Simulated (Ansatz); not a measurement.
# Computed properties of Mg

Mg:
```
CELL_PARAMETERS angstrom
      0.00000     4.12177     4.12177
      4.12177     0.00000     4.12177
      4.12177     4.12177     0.00000
ATOMIC_POSITIONS crystal
  Mg 0.75000 0.75000 0.75000
  Mg 0.50000 0.50000 0.50000
  Mg 0.12500 0.62500 0.12500
  Mg 0.12500 0.12500 0.12500
  Mg 0.62500 0.12500 0.12500
  Mg 0.12500 0.12500 0.62500
```

Space group Fd-3m (No. 227); conventional cell a = 8.2435 Å, b = 8.2435 Å, c = 8.2435 Å, α = 90.00°, β = 90.00°, γ = 90.00°.

Method: plane-wave PAW PBEsol (Ansatz code). The cell and atoms are relaxed at this level. Other levels are named where they apply.

### Cell and energy

* **Volume per atom**: 23.34 Å³
* **Density**: 1.73 g/cm³

### Electronic structure

- Electronic character: metallic (no gap)
- Density of states at the Fermi level: 0.36 states/eV per atom (mean over ±0.08 eV)

### Mechanics

- Bulk modulus (Birch–Murnaghan fit) = 35.3 GPa
- Pressure derivative B′ = 4.0
- Elastic constants (relaxed ions, GPa) = C11 = 56.9, C12 = 24.5, C44 = 21.1
- Mechanical stability = stable (all eigenvalues of C positive)
- Hill bulk and shear moduli = 35.3 and 19.0 GPa
- Young's modulus = 48.3 GPa
- Poisson's ratio = 0.27
- Debye temperature from the elastic constants = 384 K

### Phonons

Highest zone-centre frequency: 384 cm^-1
Zone-centre stability: no imaginary mode at Γ

The start of the workflow was typed in or built on a structure type; neither database checked (COD, Materials Project) lists it. It is not the phase usual at ambient conditions (space group No. 194). The cell was relaxed with PBEsol under the symmetry of its start. As this level gives no gap, shear constants depend on the k-mesh and smearing (Fermi–Dirac, 0.1 eV here). As this level gives no gap, phonon frequencies hold no LO–TO term and depend on the k-mesh and smearing (Fermi–Dirac, 0.1 eV here).

Potentials: the later of the program's two PAW sets.
